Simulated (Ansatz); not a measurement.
**Two-dimensional SnS2, first-principles data**

SnS$_{2}$:
```xyz
3
Lattice="3.6167 0.0000 0.0000 -1.8084 3.1322 0.0000 0.0000 0.0000 32.0000" Properties=species:S:1:pos:R:3 pbc="T T F"
S      1.8084     1.0441    17.4676
Sn     0.0000     0.0000    16.0000
S      0.0000     2.0881    14.5324
```
The layer is periodic in x and y and isolated along z.

Method: the program Ansatz at the LDA level (PAW). Lattice and atoms are relaxed at this level; other levels are named.

Structure:

```json
{
 "In-plane lattice": "a = 3.617 Å",
 "distance_between_the_outermost_nuclei": "2.94 Å"
}
```

Electronic structure:

```json
{
  "band_gap": "1.46 eV (indirect)",
  "valence_band_maximum": "on the Γ–M line, 27 % of the way from Γ",
  "conduction_band_minimum": "at M",
  "Ionisation potential (Kohn–Sham)": "6.88 eV",
  "Electron affinity (Kohn–Sham)": "5.43 eV",
  "Electron effective mass, in the valley at M": "0.23 along x, 0.75 along y (mₑ)",
  "Hole effective mass, in the valley on the Γ–M line, 27 % of the way from Γ": "0.24 along x, 2.0 along y (mₑ)"
}
```

Space group P-3m1 (1T). A layer that has been made, often on a substrate. The LDA relaxation kept the symmetry of its start; its stability against distortions is not shown here. Scalar-relativistic: spin–orbit coupling is off unless named, which matters more the heavier the elements.

Potentials: the earlier of the program's two PAW sets. The files were generated under PBE; for other functionals the program regenerates the frozen cores, and for LDA and PBEsol the local potential too.
